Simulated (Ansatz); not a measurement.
Ga3Mo:
```
CELL_PARAMETERS angstrom
     -1.87208     1.87208     4.22092
      1.87208    -1.87208     4.22092
      1.87208     1.87208    -4.22092
ATOMIC_POSITIONS crystal
  Ga 0.50000 0.50000 0.00000
  Ga 0.75000 0.25000 0.50000
  Ga 0.25000 0.75000 0.50000
  Mo 0.00000 0.00000 0.00000
```

Relaxed with PBEsol. Special points in fractions of this cell's reciprocal vectors: Γ (0.000, 0.000, 0.000); X (0.000, 0.000, 0.500); P (0.250, 0.250, 0.250); N (0.000, 0.500, 0.000); M (0.500, 0.500, -0.500); S (0.299, 0.701, -0.299); S0 (-0.299, 0.299, 0.299); R (-0.098, 0.098, 0.500); G (0.500, 0.500, -0.098).

List the band energies nearest the Fermi level at these points for PBEsol with spin–orbit coupling (plane waves, PAW; program Ansatz).

In eV from the Fermi level; about four levels below and three above (degenerate sets whole), none deeper than 8.9 eV; points with the same levels are listed once.

| k | below | above |
|---|---|---|
| Γ | -0.65 -0.65 -0.36 -0.36 | 1.25 1.25 1.48 1.48 |
| X | -3.80 -3.80 -3.02 -3.02 | 0.21 0.21 0.68 0.68 |
| P | -3.40 -3.40 -2.59 -2.59 | 0.03 0.03 0.21 0.21 |
| N | -2.22 -2.22 -1.39 -1.39 | 0.08 0.08 1.83 1.83 |
| M | -0.92 -0.92 -0.62 -0.62 | 2.74 2.74 3.64 3.64 |
| S | -1.27 -1.27 -0.18 -0.18 | 0.77 0.77 1.48 1.48 |
| R | -2.87 -2.87 -0.06 -0.06 | 0.72 0.72 1.43 1.43 |

Space group I4/mmm. A made-up cell: these elements were put on the sites of a structure type; neither database checked (COD, Materials Project) lists it. Its standing as an ambient phase is unchecked. Symmetry was held in the PBEsol relaxation; its stability against distortions is not shown here. The run is not spin-polarised.

Potentials: the earlier of the program's two PAW sets. The files were generated under PBE; for other functionals the program regenerates the frozen cores, and for LDA and PBEsol the local potential too.
